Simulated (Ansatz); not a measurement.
SiC in space group P6_3mc (No. 186; Pearson symbol hP16) is relaxed with DFT-PBEsol in the program Ansatz with PAW potentials. What lattice parameters of the conventional cell result?

a = 3.079 Å, c = 20.137 Å.

Give the free coordinates with the occupied sites.

In one choice of origin and axes:

```tsv
atom	site	symmetry	x	y	z
Si	2b	3m.	0.3333	0.6667	0.2501
C	2b	3m.	0.6667	0.3333	0.4689
C	2a	3m.	0.0000	0.0000	0.0939
C	2b	3m.	0.3333	0.6667	0.3441
C	2b	3m.	0.6667	0.3333	0.2187
Si	2b	3m.	0.6667	0.3333	0.1250
Si	2a	3m.	0.0000	0.0000	0.0001
Si	2b	3m.	0.6667	0.3333	0.3752
```

Is it a metal or does it have a gap at this level?

A gap of 1.66 eV, indirect.

The workflow started from an entry of the Crystallography Open Database (COD). Its sites differ from those of the usual phase in this space group: another stacking or structure type. The cell was relaxed with PBEsol under the symmetry of its start; its stability against distortions is not shown here.

Potentials: the later of the program's two PAW sets.
